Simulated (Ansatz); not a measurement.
Li2Pd:
```xyz
3
Lattice="4.1903 0.0000 0.0000 -2.0952 3.6289 0.0000 0.0000 0.0000 2.6754" Properties=species:S:1:pos:R:3 pbc="T T T"
Pd     0.0000     0.0000     0.0000
Li     0.0000     2.4193     1.3377
Li     2.0952     1.2096     1.3377
```

Relaxed with PBEsol. Special points in fractions of this cell's reciprocal vectors: Γ (0.000, 0.000, 0.000); M (0.500, 0.000, 0.000); K (0.333, 0.333, 0.000); A (0.000, 0.000, 0.500); L (0.500, 0.000, 0.500); H (0.333, 0.333, 0.500).

List the band energies nearest the Fermi level at these points for PBEsol in the plane-wave PAW code Ansatz.

In eV from the Fermi level; about four levels below and three above (degenerate sets whole), none deeper than 8.9 eV; … stands for higher levels left out; points with the same levels are listed once.

| k | below | above |
|---|---|---|
| Γ | -3.03 -3.03 -1.04 -1.04 | 4.18 4.18 5.64 5.64 |
| M | -1.85 -1.75 -1.12 -1.05 | 0.77 7.18 12.54 |
| K | -1.10 -1.10 -0.58 -0.58 | 8.81 … |
| A | -3.29 -3.29 -3.25 -2.14 -2.14 | 0.80 1.90 6.69 6.69 |
| L | -3.49 -2.59 -1.79 -1.09 | 0.68 1.37 4.02 |
| H | -3.60 -3.60 -2.19 -2.19 -1.06 | 1.47 2.23 2.23 |

Space group P6/mmm. The workflow started from an entry of the Crystallography Open Database (COD). Its standing as an ambient phase is unchecked. The cell was relaxed with PBEsol under the symmetry of its start. At this level the phase is dynamically unstable (imaginary phonons). No spin polarisation was allowed. Spin–orbit coupling is left out wherever it is not named.

Potentials: the later of the program's two PAW sets.
